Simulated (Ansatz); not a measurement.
Relaxed SiC (wurtzite):

```yaml
crystal:
  lattice:
    - [3.07590, 0.00000, 0.00000]
    - [-1.53795, 2.66381, 0.00000]
    - [0.00000, 0.00000, 5.04769]
  atoms:
    - { symbol: Si, position: [0.66667, 0.33333, 0.00051] }
    - { symbol: Si, position: [0.33333, 0.66667, 0.50051] }
    - { symbol: C, position: [0.66667, 0.33333, 0.62469] }
    - { symbol: C, position: [0.33333, 0.66667, 0.12469] }
```

Scan: atom 1 (Si, nearest neighbour C at 1.883 Å; its periodic images, 3.1 Å or more away, move with it) is displaced along Cartesian z, direction (0.000, 0.000, 1.000) in Cartesian axes, by s. The other atoms stay.

All values below come from PBEsol (plane waves to 420 eV, PAW, scalar-relativistic; Ansatz, an electronic-structure program). k mesh 10×10×5 (Γ-centred), Fermi-Dirac smearing 0.05 eV. E stands for the smeared free energy. Compression counts positive. As the smearing reaches across the gap at some points, energies and forces of such displacements shift with the k mesh and the smearing. F∥ is the force on the atom along that direction. SiC was relaxed with its symmetry unable to fall. The zero of ΔE is the undisplaced structure.

```tsv
s (Å)	ΔE (meV/cell)	F∥ (eV/Å)	P (GPa)
-0.380	2985	19.384	16.1
-0.304	1743	13.535	9.3
-0.228	898	8.890	4.7
-0.152	367	5.225	1.8
-0.076	84	2.313	0.4
0.000	0	0.000	0.0
0.076	72	-1.811	0.4
0.152	264	-3.175	1.4
0.228	544	-4.123	2.6
0.304	880	-4.667	4.1
0.380	1243	-4.824	5.6
```

Derived quantities:

| Property | Result |
|---|---|
| Energy at s = 0.380 Å | 1243 meV/cell |
| Force along the line at s = -0.380 Å | 19.4 eV/Å |
| Symmetry of the curve | not even: the negative side lies higher at ±0.380 Å |
| Shape of the curve | a single well with its minimum at or next to zero displacement |
| Force constant k = d²E/ds² at s = 0 (finite differences) | 27.0 eV/Å² |
| Harmonic estimate at the end of the scan | ½ks² = 1946 meV/cell against the computed 1243 meV/cell, so the well is softer than harmonic there |

(A displaced cell: forces are minus the slopes of the energy, force constants its curvatures, and phonons follow from these.)
